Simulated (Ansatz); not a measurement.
A geometry of Sn away from equilibrium: the start of the relaxation of a generated trial cell of Sn in the lonsdaleite structure type. The numbers are results of PBE (plane waves to 420 eV, PAW, scalar-relativistic; Ansatz, a quantum-chemistry and plane-wave program), not measurements. Γ-centred k-mesh 9×9×5 on the run's cell (coarser than for final values), Fermi–Dirac smearing 0.05 eV.

```xyz
4
Lattice="4.3205 0.0000 0.0000 -2.1603 3.7417 0.0000 0.0000 0.0000 7.2061" Properties=species:S:1:pos:R:3:forces:R:3 pbc="T T T" free_energy=-24095.911 pressure_GPa=15.0
Sn     0.0000     2.4945     0.4320    0.0000    0.0000    0.7450
Sn     2.1603     1.2472     4.0350    0.0000    0.0000    0.7450
Sn     2.1603     1.2472     6.7740    0.0000    0.0000   -0.7450
Sn     0.0000     2.4945     3.1710    0.0000    0.0000   -0.7450
```

Positions in Å, forces in eV/Å, free energy of the cell in eV (comparable only within this code, potentials and settings). Largest force: 0.75 eV/Å, on Sn1, Sn2, Sn3, Sn4 (atoms numbered as listed); the geometry lies 0.29 eV/atom above the end of its relaxation.

No spin polarisation in the result.

The run could not lose the symmetry of its start; a randomly shaken copy of 8 atoms returns to this structure.

The end of the path is a generated cell of Sn: the first start was made by placing the elements on the sites of a structure type, and the end was not matched to a known phase here, so it may be hypothetical. Known forms of Sn include space group No. 141, 227.
